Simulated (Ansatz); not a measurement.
Eu4Ge12Pd3: frames of a relaxation, V_Pd, charge +0, atoms relaxed at the host's cell

Level of theory: PBEsol, collinear spin, scalar-relativistic; Ansatz, plane waves to 420 eV (PAW set soft_2), k-mesh 4×4×2 shifted by half a step.

Positions in Å and forces in eV/Å; free energies count from the last frame.

```
19
Lattice="4.423 -4.423 0.000 -4.423 -4.423 0.000 0.000 0.000 -9.996" Properties=species:S:1:pos:R:3:forces:R:3 pbc="T T T" step=1 dE=0.325eV
Eu    0.000    0.000   -0.004   -0.038    0.001    0.440
Eu    2.211   -2.211   -5.002   -0.002   -0.007    0.109
Eu    0.000   -4.423   -0.004   -0.089    0.013    0.211
Eu   -2.211   -2.211   -5.002   -0.040   -0.043    0.185
Ge    0.100   -2.151   -2.397   -0.449    0.159   -0.533
Ge    2.211   -4.423   -7.407   -0.052   -0.006   -0.079
Ge   -0.004   -6.708   -2.376    0.099   -0.111   -0.593
Ge   -2.211   -4.423   -7.407   -0.076    0.004    0.051
Ge    2.190   -4.402   -2.302    0.351   -0.187   -0.747
Ge    0.000   -2.211   -7.407    0.001   -0.008   -0.013
Ge   -2.269   -4.496   -2.373   -0.092    0.351   -0.596
Ge    0.000   -6.634   -7.407    0.005   -0.039    0.022
Ge   -0.047   -0.017   -5.928    0.226    0.083    0.436
Ge    2.211   -2.211   -0.934    0.179   -0.031    0.583
Ge    0.000   -4.423   -5.932   -0.002   -0.001   -0.099
Ge   -2.211   -2.211   -0.934    0.122   -0.098    0.014
Pd    2.211   -2.211   -8.507   -0.016    0.006    0.073
Pd    0.000   -4.423   -3.509   -0.107   -0.068    0.511
Pd   -2.211   -2.211   -8.507   -0.021   -0.020    0.026
```

```
19
Lattice="4.423 -4.423 0.000 -4.423 -4.423 0.000 0.000 0.000 -9.996" Properties=species:S:1:pos:R:3:forces:R:3 pbc="T T T" step=2 dE=0.022eV
Eu   -0.010    0.002    0.104    0.019   -0.006   -0.065
Eu    2.211   -2.214   -4.980    0.000   -0.010   -0.029
Eu   -0.016   -4.421    0.009    0.027   -0.006   -0.141
Eu   -2.218   -2.221   -4.968    0.015    0.005   -0.023
Ge    0.046   -2.087   -2.498   -0.155   -0.027    0.001
Ge    2.233   -4.427   -7.375   -0.065    0.000    0.032
Ge    0.011   -6.776   -2.504   -0.001    0.036    0.031
Ge   -2.232   -4.423   -7.370    0.013   -0.006    0.048
Ge    2.304   -4.421   -2.460    0.053   -0.039   -0.089
Ge   -0.005   -2.192   -7.371    0.001   -0.041    0.034
Ge   -2.333   -4.456   -2.488    0.027    0.117   -0.032
Ge   -0.001   -6.655   -7.372   -0.002    0.033    0.046
Ge   -0.016   -0.007   -5.790    0.054    0.012    0.170
Ge    2.214   -2.213   -0.946    0.038   -0.023    0.115
Ge    0.000   -4.425   -5.912    0.001   -0.001   -0.155
Ge   -2.209   -2.211   -0.954    0.014   -0.030   -0.017
Pd    2.207   -2.212   -8.491   -0.004    0.000   -0.048
Pd   -0.002   -4.426   -3.474   -0.032   -0.020    0.152
Pd   -2.215   -2.215   -8.499   -0.003    0.005   -0.030
```

```
19
Lattice="4.423 -4.423 0.000 -4.423 -4.423 0.000 0.000 0.000 -9.996" Properties=species:S:1:pos:R:3:forces:R:3 pbc="T T T" step=4 dE=0.000eV
Eu   -0.002   -0.003    0.075    0.001   -0.002   -0.004
Eu    2.208   -2.216   -4.976    0.003   -0.001   -0.008
Eu   -0.003   -4.426   -0.034    0.003   -0.002    0.002
Eu   -2.214   -2.218   -4.977    0.002    0.004   -0.004
Ge    0.001   -2.097   -2.500   -0.008    0.010    0.001
Ge    2.240   -4.427   -7.360   -0.001    0.000    0.002
Ge    0.000   -6.758   -2.499   -0.003   -0.011    0.001
Ge   -2.246   -4.427   -7.360    0.002   -0.001    0.002
Ge    2.331   -4.427   -2.499    0.007    0.000   -0.002
Ge   -0.001   -2.184   -7.360   -0.001   -0.002    0.001
Ge   -2.333   -4.428   -2.499   -0.003    0.004   -0.003
Ge   -0.001   -6.669   -7.360   -0.003    0.000    0.001
Ge   -0.004   -0.004   -5.699    0.006    0.000   -0.006
Ge    2.210   -2.216   -0.949    0.004    0.000    0.007
Ge   -0.004   -4.427   -5.931    0.007    0.002   -0.002
Ge   -2.212   -2.214   -0.949    0.002   -0.004    0.003
Pd    2.211   -2.216   -8.495   -0.005    0.001    0.003
Pd    0.000   -4.428   -3.473   -0.006    0.003    0.004
Pd   -2.212   -2.215   -8.495   -0.004    0.000    0.002
```

Caveats: 4f shell without a U, which puts 4f levels too near the Fermi level; open f or d shells may hold a state above the lowest.
